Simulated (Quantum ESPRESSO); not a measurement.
Al2GeO2AsN, a curve over one atom's position

A calculation, not a measurement. The program is pw.x of Quantum ESPRESSO 7.5 (plane-wave density functional theory). The cell is made up: 7 atoms on a wurtzite lattice with one site empty, with randomly drawn elements, strain and displacements, not relaxed. PseudoDojo standard norm-conserving files (v0.5 for PBE, v0.4.1 for LDA and PBEsol) set the functional; there is no spin polarisation, spin-orbit coupling or dispersion term, and the masses in the input are unused placeholders. A spin-polarised start on this cell or one of its family kept no moment.

Seven runs move atom 4 (O, counted in the order of the input) along x and keep all else fixed.

Input of the run at -0.0251:

```
&control calculation='scf', pseudo_dir='./dojo.nc.sr.pbe.v0_5.standard.upf', outdir='./o', disk_io='low', tprnfor=.true., tstress=.true. /
&system ibrav=0, nat=7, ntyp=5, nbnd=32, ecutwfc=84.00895049, nosym=.true., tot_charge=0,
 occupations='smearing', smearing='fd', degauss=0.0018374661
/
&electrons conv_thr=7.350e-09, electron_maxstep=60, /
ATOMIC_SPECIES
Al 1.0 Al.upf
As 1.0 As.upf
Ge 1.0 Ge.upf
N 1.0 N.upf
O 1.0 O.upf
CELL_PARAMETERS angstrom
3.3474 -0.0026 -0.0199
-0.0044 5.6499 -0.0209
-0.0325 -0.0197 5.4773
ATOMIC_POSITIONS angstrom
Al -0.0063 -0.0387 0.0527
Al 1.7157 2.8089 -0.0787
Ge 0.0184 3.77 2.7372
O -0.0254 0.002 2.0307
As 1.6674 2.7805 2.0369
O 1.5891 0.8652 4.7688
N 0.0029 3.736 4.7481
K_POINTS automatic
5 4 4 1 1 1
```

```
shift of atom 4 along x (Å)  free energy less that of the input shown (eV)  Fx on atom 4 (eV/Å)  Fy on atom 4 (eV/Å)  Fz on atom 4 (eV/Å)  pressure (GPa)  next band up at Gamma (eV)  iterations
                    -0.0731                                         0.0069                0.221               -1.916               -2.020            3.36                       0.870          12
                    -0.0531                                         0.0031                0.157               -1.916               -2.017            3.37                       0.876          12
                    -0.0251                                         0.0000                0.067               -1.916               -2.015            3.38                       0.881          12
                    +0.0396                                         0.0025               -0.142               -1.916               -2.012            3.38                       0.883          12
                    +0.1130                                         0.0217               -0.381               -1.918               -2.016            3.37                       0.868          12
                    +0.1304                                         0.0288               -0.437               -1.919               -2.018            3.37                       0.862          12
```

Question: one run is left out of the table, at +0.0610. Estimate its Fx on atom 4 (eV/Å).

Answer: -0.212. The whole row:

```
shift of atom 4 along x (Å)  free energy less that of the input shown (eV)  Fx on atom 4 (eV/Å)  Fy on atom 4 (eV/Å)  Fz on atom 4 (eV/Å)  pressure (GPa)  next band up at Gamma (eV)  iterations
                    +0.0610                                         0.0063               -0.212               -1.917               -2.013            3.38                       0.881          12
```

A cubic fit gives dFx/dx = -3.23 eV/Å² at zero shift. Across the table the free energy follows the integral of the force to within 0.1 meV. A rerun of one of the cells at 1437 eV and a 7 x 6 x 6 mesh moved values by no more than 0.016 eV in energy, 0.14 GPa in stress and 0.017 eV/Å in force. The band column is the level of band 27 at Gamma less that of band 26, whose number is half the electron count, rounded up; it comes from a band step after each run.